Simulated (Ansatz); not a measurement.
C:
Space group P6₂22 (No. 180); a = 2.5924 Å, b = 2.5924 Å, c = 2.7827 Å, α = 90.00°, β = 90.00°, γ = 120.00°

```csv
atom,site,symmetry,x,y,z
C,3c,222,0.5000,0.0000,0.0000
```

Relaxed with PBEsol. The program Ansatz at the PBEsol level (PAW) gives a gap of 1.77 eV.

Q: What gap does HSE06 give on the same cell (Ansatz, PAW)?

A: 2.88 eV, 1.12 eV more. The hybrid was solved on a coarser mesh and at special points; its gap is the smallest among all of these.

```
k  v1 PBEsol  c1 PBEsol  v1 HSE06  c1 HSE06
-  ---------  ---------  --------  --------
Γ      -1.96       6.87       ___       ___
A       0.00       4.89       ___       ___
K      -3.52       4.87       ___       ___
M      -4.32       1.77     -4.72      2.88
L      -3.47       2.58       ___       ___
```

Q: Top valence (v1) and lowest conduction level (c1) in eV from each method's valence maximum (which need not be a listed point): supply the withheld HSE06 values.

A: 
- A, v1 HSE06: 0.00
- A, c1 HSE06: 6.22
- Γ, v1 HSE06: -2.20
- Γ, c1 HSE06: 8.17
- L, v1 HSE06: -3.86
- L, c1 HSE06: 3.71
- K, v1 HSE06: -3.87
- K, c1 HSE06: 6.11

Cost on shared cores: the PBEsol run (SCF on a 12×12×10 mesh, then bands and DOS) about 5 core-seconds (a rough figure), the HSE06 run (SCF on 9×9×7, then a few points) very roughly 25 core-seconds; the tasks are unlike.

Space group P6_222. The start of the workflow was typed in or built on a structure type; neither database checked (COD, Materials Project) lists it. It is not the phase usual at ambient conditions (space group No. 194, 227). Symmetry was held in the PBEsol relaxation; phonons on a q-mesh show no instability.

Potentials: the later of the program's two PAW sets.
